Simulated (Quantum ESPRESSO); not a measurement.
# Mg3F2SeS: a curve over one atom's position

A calculation, not a measurement. The program is pw.x of Quantum ESPRESSO 7.5 (plane-wave density functional theory). The cell is made up: 7 atoms on a wurtzite lattice with one site empty, with randomly drawn elements, strain and displacements, not relaxed. PseudoDojo standard norm-conserving files (v0.5 for PBE, v0.4.1 for LDA and PBEsol) set the functional; there is no spin polarisation, spin-orbit coupling or dispersion term, and the masses in the input are unused placeholders.

Seven runs move atom 7 (S, counted in the order of the input) along z and keep all else fixed.

Input of the run at +0.0104:

```
&control calculation='scf', pseudo_dir='./dojo.nc.sr.pbe.v0_5.standard.upf', outdir='./o', disk_io='low', tprnfor=.true., tstress=.true. /
&system ibrav=0, nat=7, ntyp=4, nbnd=39, ecutwfc=85.99341389, nosym=.true., tot_charge=0,
 occupations='smearing', smearing='fd', degauss=0.0018374661
/
&electrons conv_thr=7.350e-09, electron_maxstep=60, /
ATOMIC_SPECIES
F 1.0 F.upf
Mg 1.0 Mg.upf
S 1.0 S.upf
Se 1.0 Se.upf
CELL_PARAMETERS angstrom
3.7699 0.0327 -0.0101
0.0567 6.313 -0.0291
-0.0166 -0.0275 6.0897
ATOMIC_POSITIONS angstrom
Mg 1.9454 3.211 -0.0304
Mg 1.8785 1.0756 3.0018
Mg 0.077 4.1576 3.0258
F 0.051 0.003 2.2905
Se 1.9423 3.0821 2.2854
F 1.859 1.0659 5.2795
S 0.0081 4.2056 5.3275
K_POINTS automatic
5 4 4 1 1 1
```

```
shift of atom 7 along z (Å)  free energy less that of the input shown (eV)  Fx on atom 7 (eV/Å)  Fy on atom 7 (eV/Å)  Fz on atom 7 (eV/Å)  pressure (GPa)  next band up at Gamma (eV)  iterations
                    -0.1685                                         0.2068                0.125                0.588                2.631            8.43                       2.170          11
                    -0.0518                                         0.0195                0.228                0.864                0.703            7.75                       2.163          11
                    +0.0104                                         0.0000                0.275                1.027               -0.049            7.56                       2.160          11
                    +0.0552                                         0.0124                0.307                1.149               -0.495            7.49                       2.158          11
                    +0.1130                                         0.0553                0.345                1.309               -0.971            7.45                       2.154          11
                    +0.1384                                         0.0822                0.362                1.379               -1.148            7.46                       2.152          11
                    +0.1723                                         0.1247                0.382                1.473               -1.357            7.48                       2.149          11
```

A cubic fit gives dFz/dz = -11.23 eV/Å² at zero shift. Across the table the free energy follows the integral of the force to within 0.3 meV. A rerun of one of the cells at 1467 eV and a 7 x 6 x 6 mesh moved values by no more than 0.002 eV in energy, 0.03 GPa in stress and 0.006 eV/Å in force. The band column is the level of band 34 at Gamma less that of band 33, whose number is half the electron count, rounded up; it comes from a band step after each run.